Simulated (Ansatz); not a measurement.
Vibrational response of PtSe$_{2}$ at 16 GPa

The calculation used DFT LDA, scalar-relativistic, plane waves, PAW (Ansatz). Plane waves to 420 eV; Γ-centred k mesh 12×12×8; Fermi-Dirac smearing of 0.15 eV. No spin polarisation. Phonons by linear response, acoustic sum rule imposed.

The cell, relaxed at 16 GPa:
```xyz
3
Lattice="3.6586 0.0000 0.0000 -1.8293 3.1684 0.0000 0.0000 0.0000 4.3414" Properties=species:S:1:pos:R:3 pbc="T T T"
Pt    0.0000    0.0000    0.0000
Se    0.0000    2.1123    1.2409
Se    1.8293    1.0561    3.1005
```

In a metal, frequencies and elastic constants depend on the k mesh and the smearing, soft modes and shear constants most. Spin–orbit coupling is left out, which matters for heavy elements. A semilocal functional can close a gap that the real compound has.

Optical modes at Γ; i marks an imaginary frequency:
```csv
frequency (cm⁻¹),degeneracy
178,2
236,1
248,2
248,1
```

All 6 optical modes at Γ are real: no displacement of atoms at fixed cell lowers the energy to second order. Strains and modes at other wave vectors aren't tested by this run.

Cost: 1 run of about 3 core-minutes, on Intel Xeon Platinum 8375C (Ice Lake) (shared hosts).